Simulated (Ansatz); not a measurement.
Q: TaAs in space group I4_1md (No. 109; Ta on 4a, As on 4a) is relaxed with PBE in the plane-wave PAW code Ansatz. What lattice parameters of the conventional cell result?

A: a = 3.463 Å, c = 11.735 Å.

Q: Give the free coordinates with the occupied sites.

A: In one choice of origin and axes:

| atom | site | symmetry | x | y | z |
|---|---|---|---|---|---|
| Ta | 4a | 2mm. | 0.0000 | 0.0000 | 0.7502 |
| As | 4a | 2mm. | 0.0000 | 0.0000 | 0.3324 |

Q: Is it a metal or does it have a gap at this level?

A: No gap at this level.

The cell was relaxed with PBE under the symmetry of its start. No spin polarisation was allowed. A small band overlap can be real or an error of a semilocal functional. Spin–orbit coupling is left out wherever it is not named.

Potentials: the later of the program's two PAW sets.
